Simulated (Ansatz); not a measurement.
# Barrier of one jump, H in LiF

All numbers below come from DFT PBE, scalar-relativistic, plane waves, PAW (Ansatz). (420 eV cutoff, 2×2×2 k-mesh, Gaussian smearing of 0.02 eV, collinear spin)

Host crystal, relaxed:

```
Li F
1.0
     0.00000    2.03409    2.03409
     2.03409    0.00000    2.03409
     2.03409    2.03409    0.00000
Li F
1 1
Direct
  0.00000 0.00000 0.00000
  0.50000 0.50000 0.50000
```

In a supercell of 16 host sites, interstitial H hops to an equivalent place, moving 2.03 Å between the relaxed ends. Climbing-image nudged elastic band at fixed cell with images 0 (start) to 6 (end), the path measured over all atoms, converged to 0.05 eV/Å; the order of the saddle wasn't checked, and the small cell leaves errors of about a tenth of an eV. Zero-point motion and tunnelling, which matter for H, are left out.

Supercell rows in host cell vectors: 2 -2 0; 0 -2 2; 0 -2 0. H was set at (0.250, 0.250, 0.250) of the host cell.

At the relaxed start H has 4 Li at 1.83 Å, 4 F at 1.89 Å.

Task: How high is the barrier, and where does the atom pass?

Result: 0.22 eV at image 3, where H has 2 Li at 1.67 Å, 2 F at 1.70 Å.

Cost: 1 run of about 3.7 core-minutes, on Arm Neoverse V2 (shared hosts).